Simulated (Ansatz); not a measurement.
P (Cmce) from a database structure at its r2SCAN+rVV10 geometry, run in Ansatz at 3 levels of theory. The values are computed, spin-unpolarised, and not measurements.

The r2SCAN input:
```yaml
crystal:
  lattice:
    - [1.6518914478, -5.3432859542, 0.0]
    - [1.6518914478, 5.3432859542, 0.0]
    - [0.0, 0.0, 4.4650432591]
  atoms:
    - { symbol: P, position: [0.400892943, 0.599107057, 0.9149561209] }
    - { symbol: P, position: [0.599107057, 0.400892943, 0.0850438791] }
    - { symbol: P, position: [0.099107057, 0.900892943, 0.4149561209] }
    - { symbol: P, position: [0.900892943, 0.099107057, 0.5850438791] }
kpoints:
  mp_grid: { grid: [8, 8, 6] }
  band_path:
    path:
      - [0.0, 0.0, 0.0]
      - [-0.5, 0.5, 0.0]
      - [-0.2738938528, 0.7261061472, 0.0]
      - [0.2738938528, 0.2738938528, 0.0]
      - [0.0, 0.0, 0.5]
      - [0.2738938528, 0.2738938528, 0.5]
      - [-0.2738938528, 0.7261061472, 0.5]
      - [-0.5, 0.5, 0.5]
      - [0.0, 0.5, 0.0]
      - [-0.45, 0.45, 0.0]
      - [-0.4547787706, 0.5452212294, 0.0]
    npoints: 1
hamiltonian:
  xc: r2scan
scf:
  occupations: { method: fermi_dirac, width: 0.02 }
  n_extra_bands: 5
output:
  forces: true
  stress: true
  eigenvalues: true
```

Main results, then, where recorded, the levels near the gap in eV from the Fermi energy (columns number the bands from 0), one row a point of the path (Γ, Y, C₀, Σ₀, Z, A₀, E₀, T, S, Γ–Y (0.90), Y–C₀ (0.20)):
```
Crystal: 4 atoms, lattice volume = 78.822 Å³
Symmetry: 8 space group operations
Space group: Cmce (ITA 64)
```
```
Basis set: ecut = 500 eV, 1981 PW (Γ)
k-points: 84 of 384
SCF converged after 7 iterations
Free energy (F): -3036.642425 eV
Internal energy: -3036.642281 eV  (E = F + TS)
E sigma→0 (E₀):  -3036.642353 eV
Entropy (-TS):   -0.000144 eV (-0.036 meV/atom)
Fermi energy:    7.360489 eV
--- Forces (eV/Å), atoms counted from 1 ---
  atom   1  P       0.00000    -0.04290    -0.03352
  atom   2  P       0.00000      0.04290      0.03352
  atom   3  P       0.00000      0.04290    -0.03352
  atom   4  P       0.00000    -0.04290      0.03352
--- Stress (GPa, compression-positive) ---
        0.622827       0.000000       0.000000
        0.000000       0.747132       0.000000
        0.000000       0.000000       0.728674
  P = ⅓ Tr σ = 0.6995 GPa (6.995 kbar)
```
```tsv
band_7	band_8	band_9	band_10	band_11	band_12
-3.110	-2.900	-1.525	0.558	1.125	1.951
-2.668	-1.820	-0.003	0.003	0.786	2.261
-3.719	-2.970	-2.610	0.828	0.834	1.148
-3.719	-2.970	-2.610	0.828	0.834	1.148
-3.594	-1.711	-1.711	1.521	1.521	2.771
-5.117	-2.060	-2.060	1.843	1.843	3.582
-5.117	-2.060	-2.060	1.843	1.843	3.582
-2.993	-2.028	-2.028	1.453	1.453	2.684
-3.705	-2.916	-2.916	0.765	0.765	1.373
-2.673	-1.901	-0.044	0.084	0.792	2.257
-3.271	-1.785	-0.128	0.096	1.615	2.181
```

The r2SCAN gap is direct at Y: 0.01 eV. (With 0.02 eV of smearing so small a gap leaves both edges partly filled, and it could close between the points sampled.)

HSE06. Against the first input these blocks differ (the band path and keys that only write files left aside):
```yaml
kpoints:
  mp_grid: { grid: [6, 6, 4] }
hamiltonian:
  xc: hse06
```

```
Basis set: ecut = 420 eV, 1547 PW (Γ)
k-points: 39 of 144
Exchange kernel: α = 0.2500, screened, ω = 0.2079 Å⁻¹, Wigner–Seitz truncation, v(0) = 1044.7059 eV·Å³, q-mesh 6×6×4
hybrid outer 1: dexx = +1.171e-2 eV, tail = 9.31e-6 eV
hybrid outer 2: dexx = +7.744e-7 eV, tail = 4.28e-9 eV, Δε = 1.57e-3 eV, ΔF = 7.02e-4 eV/Å
hybrid SCF converged: 2 outer / 11 inner (+5 warm-up)
Free energy (F): -3024.461254 eV
Fermi energy:    7.333620 eV
--- Forces (eV/Å), atoms counted from 1 ---
  atom   1  P       0.00000    -0.18481      0.00609
  atom   2  P       0.00000      0.18481    -0.00609
  atom   3  P       0.00000      0.18481      0.00609
  atom   4  P       0.00000    -0.18481    -0.00609
--- Stress (GPa, compression-positive) ---
       -0.038824       0.000000       0.000000
        0.000000      -0.518224       0.000000
        0.000000       0.000000      -0.147780
  P = ⅓ Tr σ = -0.2349 GPa (-2.349 kbar)
```
```tsv
band_7	band_8	band_9	band_10	band_11	band_12
-3.501	-3.197	-1.825	0.822	1.351	2.291
-2.956	-2.133	-0.211	0.211	0.992	2.620
-4.131	-3.354	-2.931	1.040	1.060	1.318
-4.131	-3.354	-2.931	1.040	1.060	1.318
-3.915	-1.974	-1.974	1.752	1.752	3.196
-5.583	-2.384	-2.384	2.130	2.130	3.936
-5.583	-2.384	-2.384	2.130	2.130	3.936
-3.341	-2.321	-2.321	1.713	1.713	2.907
-4.114	-3.280	-3.280	0.971	0.971	1.569
-2.961	-2.213	-0.254	0.292	0.998	2.616
-3.575	-2.095	-0.347	0.309	1.853	2.571
```

The HSE06 gap is direct at Y: 0.42 eV. The mean pressure at these positions is -0.2 GPa, compression counted positive. The stress of a hybrid is loosely converged here.

PBE0. Against the first input these blocks differ (the band path and keys that only write files left aside):
```yaml
kpoints:
  mp_grid: { grid: [6, 6, 4] }
hamiltonian:
  xc: pbe0
scf:
  occupations: { method: fixed }
  n_extra_bands: 5
```

```
Basis set: ecut = 420 eV, 1547 PW (Γ)
k-points: 39 of 144
Exchange kernel: α = 0.2500, full range, Wigner–Seitz truncation, v(0) = 16777.5485 eV·Å³, q-mesh 6×6×4
hybrid outer 1: dexx = +2.564e-2 eV, tail = 2.36e-5 eV
hybrid outer 2: dexx = +4.814e-6 eV, tail = 4.09e-9 eV, Δε = 4.06e-3 eV, ΔF = 2.40e-3 eV/Å
hybrid SCF converged: 2 outer / 15 inner (+5 warm-up)
Free energy (F): -3025.181520 eV
Fermi energy:    6.794261 eV
--- Forces (eV/Å), atoms counted from 1 ---
  atom   1  P       0.00000    -0.20177    -0.01001
  atom   2  P       0.00000      0.20177      0.01001
  atom   3  P       0.00000      0.20177    -0.01001
  atom   4  P       0.00000    -0.20177      0.01001
--- Stress (GPa, compression-positive) ---
       -0.195443       0.000000       0.000000
        0.000000      -0.674219       0.000000
        0.000000       0.000000      -0.250251
  P = ⅓ Tr σ = -0.3733 GPa (-3.733 kbar)
```
```tsv
band_7	band_8	band_9	band_10	band_11	band_12
-3.357	-3.019	-1.650	1.684	2.237	3.180
-2.774	-1.956	0.000	1.061	1.874	3.512
-3.965	-3.210	-2.763	1.918	1.943	2.202
-3.965	-3.210	-2.763	1.918	1.943	2.202
-3.744	-1.787	-1.787	2.628	2.628	4.095
-5.446	-2.211	-2.211	3.014	3.014	4.848
-5.446	-2.211	-2.211	3.014	3.014	4.848
-3.180	-2.148	-2.148	2.592	2.592	3.792
-3.952	-3.124	-3.124	1.852	1.852	2.451
-2.780	-2.037	-0.044	1.143	1.881	3.508
-3.397	-1.914	-0.139	1.160	2.739	3.474
```

With PBE0 the gap is 1.06 eV and direct, at Y. With the atoms held, the mean pressure is -0.4 GPa (compression positive). The stress of a hybrid is loosely converged here.

The hybrids run on coarser meshes, which limits their stresses and small splittings of levels.

Totals of different functionals can't be compared.

The meshes of the hybrids are coarse, so their gaps aren't converged to the digits shown.
